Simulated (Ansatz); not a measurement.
Relaxed-ion elastic tensor of Ti$_{3}$AlN (anti-perovskite, Pm-3m) in GPa (Voigt order), plane-wave PAW LDA (Ansatz code); density 4.61 g/cm³, 13.29 Å³ per atom.

|  | 1 | 2 | 3 | 4 | 5 | 6 |
|---|---|---|---|---|---|---|
| 1 | 250 | 152 | 152 | 0.0 | 0.0 | 0.0 |
| 2 | 152 | 250 | 152 | 0.0 | 0.0 | 0.0 |
| 3 | 152 | 152 | 250 | 0.0 | 0.0 | 0.0 |
| 4 | 0.0 | 0.0 | 0.0 | 60.9 | 0.0 | 0.0 |
| 5 | 0.0 | 0.0 | 0.0 | 0.0 | 60.9 | 0.0 |
| 6 | 0.0 | 0.0 | 0.0 | 0.0 | 0.0 | 60.9 |

Task: Is the crystal mechanically stable?

Result: Yes: the smallest eigenvalue of C is 60.9 GPa.

Task: Work out the Voigt, Reuss and Hill averages.

Result: K_V = 185, K_R = 185, K_H = 185; G_V = 56.1, G_R = 55.4, G_H = 55.8 GPa.

Task: Give Young's modulus, Poisson's ratio, Pugh's ratio and the universal anisotropy index.

Result: E = 9KG/(3K + G) = 152 GPa; ν = 0.36; K/G = 3.31 (ductile by the Pugh limit of 1.75); A_U = 5G_V/G_R + K_V/K_R − 6 = 0.06.

Task: Estimate the sound speeds and the Debye temperature.

Result: v_l = √((K + 4G/3)/ρ) = 7490 m/s, v_t = √(G/ρ) = 3480 m/s, mean 3920 m/s; Θ = (h/k)(3n/4πV)^(1/3) v_m = 492 K.

Task: Give the Zener ratio and Young's modulus along [100], [110] and [111].

Result: A = 2C44/(C11 − C12) = 1.24; 1/E = S11 − 2(S11 − S12 − S44/2)Γ with Γ = 0, 1/4, 1/3 gives 135, 156, 165 GPa.

The first step of the workflow began from a Materials Project structure, measured or hypothetical; the Crystallography Open Database copy checked does not list it. Its standing as an ambient phase is unchecked. The LDA relaxation kept the symmetry of its start; whether a distortion lowers the energy is not shown. The run is not spin-polarised. As this level gives no gap, shear constants depend on the k-mesh and smearing (Fermi–Dirac, 0.1 eV here).

Potentials: the later of the program's two PAW sets.
